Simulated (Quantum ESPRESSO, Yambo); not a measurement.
## Levels of theory for the gap of SrHI

SrHI (space group P4/nmm, No. 129): one geometry, one set of PBEsol (pw.x of Quantum ESPRESSO, ONCV potentials, without SOC) orbitals, self-energies from Yambo (2×2×1 Γ-centred k mesh, 230 bands and a 7 Ry block in the screening, 230 bands in G with the Bruneval-Gonze terminator, plasmon pole fitted at 27.2 eV).

Cell and atoms were relaxed with PBE+D3(BJ) from Materials Project entry mp-24205, within its symmetry.

```tsv
level	gap X → M (eV)	direct gap at Γ (eV)	rough Yambo cost
PBEsol (Quantum ESPRESSO)	3.45	4.15	–
exchange only (Hartree-Fock self-energy on PBEsol orbitals)	10.80	11.81	about 1/10 (6 states)
static COHSEX@PBEsol	5.82	6.72	within a factor of two (4 states)
G0W0@PBEsol, plasmon pole	4.98	5.87	1 (6 states)
G0W0@PBEsol, multipole fit to 8 frequencies, no terminator	4.95	5.86	about 2× (4 states)
G0W0@PBEsol, plasmon pole, no terminator	4.97	5.86	about 1/3 (4 states, screening reused)
```

Bare exchange has no screening and gives the widest gap; static COHSEX screens it but leaves out the frequency dependence, which G0W0 restores. The mesh misses a band edge: along a dense path the PBEsol gap is 2.95 eV against 3.45 eV on the mesh.

Costs are rough ratios of core time on shared machines.

Nearest settings tried, and what they do to the gap: 145 bands in G: -1 meV; 145 bands in W, 145 bands in G: -13 meV; 6 Ry block (249 vectors against 337): -55 meV. Not varied: mesh. So the settings aren't converged at that level. The k mesh is coarse.

Without spin-orbit coupling, band edges of such heavy elements can be off by tenths of an eV.
